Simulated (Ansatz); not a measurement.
Suppose InSb2 takes space group P4/mmm (No. 123), with In on 1d; Sb on 2g.

These are results of DFT PBE, scalar-relativistic, plane waves, PAW in Ansatz 0.2.0, not measurements. Cutoff 420 eV, Γ-centred mesh, Gaussian smearing, no spin polarisation.

The zero of energy is the elements' standard structures at the same level; no fitted shifts are applied.

Question: Predict the relaxed structure.

Answer:

Space group P4/mmm (No. 123). a = 3.185 Å, b = 3.185 Å, c = 8.678 Å, α = 90.00°, β = 90.00°, γ = 90.00°
```json
{"atom": "In", "site": "1d", "symmetry": "4/mmm", "x": "0.5000", "y": "0.5000", "z": "0.5000"}
{"atom": "Sb", "site": "2g", "symmetry": "4mm", "x": "0.0000", "y": "0.0000", "z": "0.8273"}
```

Around In lie 4 In at 3.19 Å and 8 Sb at 3.62 Å; around Sb lie 1 Sb at 3.00 Å, 4 Sb at 3.19 Å and 4 In at 3.62 Å. Another local minimum with the same sites may exist.

Question: And its energy and gap?

Answer: The energy over the elements is +0.07 eV/atom and the gap on the 14×14×6 mesh of the 3-atom cell is 0 eV (a metal). It can't be a ground state, since the elements alone are lower.

The last run used Gaussian smearing of 0.10 eV. Spin–orbit coupling, which can matter for Sb, is left out. Symmetry constrained the relaxation, so the result can be a saddle point.
